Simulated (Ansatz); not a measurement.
A trial cell of Si3Mo, before relaxation:

Space group Pm-3m (No. 221). a = 3.970 Å, b = 3.970 Å, c = 3.970 Å, α = 90.00°, β = 90.00°, γ = 90.00°
```json
{"atom": "Si", "site": "3c", "symmetry": "4/mm.m", "x": "0.0000", "y": "0.5000", "z": "0.5000"}
{"atom": "Mo", "site": "1a", "symmetry": "m-3m", "x": "0.0000", "y": "0.0000", "z": "0.0000"}
```

Theory: DFT PBE, scalar-relativistic, plane waves, PAW in Ansatz. Cutoff 420 eV, Gaussian smearing, Γ-centred meshes. Cell and atoms relax first on a coarse mesh and then on a finer one. In between, the cell is made exact in the group found at 0.06 Å. In metals the finer mesh still leaves noise of several meV/atom or more. The steps can't lower the symmetry of their start. No spin polarisation in the relaxation; trial moments died out in a coarse test.

A guess keeps its type if space group and coordination stay and the shape of the cell changes little (axis ratios within about 15 %, angles within 6°); the volume may change.

Question: Does it keep its structure type, or change into something else?

Answer: It keeps its type: symmetry leaves only the cell edge free. The symmetry stays Pm-3m (No. 221). The end has the Cu3Au (L1_2) type. The volume per atom shrinks by 11.1 %, from 15.6 to 13.9 Å³. The shortest distance goes from 2.81 Å (Si–Mo and Si–Si) to 2.70 Å (Si–Mo and Si–Si). Counting neighbours within 15 % of an atom's shortest distance, the start has Mo 12, Si 12 and the end Mo 12, Si 12.

The last run used a 12×12×12 mesh for its 4-atom cell and Gaussian smearing of 0.10 eV. Symmetry constrained the relaxation, so the result can be a saddle point. Another cell of Si3Mo relaxed alike, in Cmc2_1, lies 0.43 eV/atom lower, so this cell isn't the stable form at this level.
